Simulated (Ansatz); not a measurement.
Below is a relaxed structure of Zn2S. The cell was found from a structure generator's guess, not taken from experiment.

Level of theory: DFT PBE, scalar-relativistic, plane waves, PAW in Ansatz 0.2.0. Cutoff 420 eV, Γ-centred mesh, Gaussian smearing, no spin polarisation.

```
Zn S
1.0
     0.00000    3.09108    3.09108
     3.09108    0.00000    3.09108
     3.09108    3.09108    0.00000
Zn S
2 1
Direct
  0.25000 0.25000 0.25000
  0.75000 0.75000 0.75000
  0.50000 0.50000 0.50000
```

Energies over the elements count from the elements' standard structures at the same level, with no fitted energy shifts.

**Question.** What space group does it have?

**Answer.** Fm-3m (No. 225), the anti-fluorite type. Conventional cell: a = 6.182 Å. Zn is surrounded by 4 S at 2.68 Å and 6 Zn at 3.09 Å; S has 8 Zn at 2.68 Å.

**Question.** How far does it lie from the elements in energy?

**Answer.** +0.14 eV/atom. A positive value: parting into the elements would lower its energy.

**Question.** Is it a metal?

**Answer.** Yes, bands cross the Fermi level on the 14×14×14 mesh.

The last run used a 14×14×14 mesh for its 3-atom cell and Gaussian smearing of 0.10 eV. The reference form of S is held partly by dispersion forces, which this level lacks. A structure relaxed within its symmetry needn't be a true minimum.
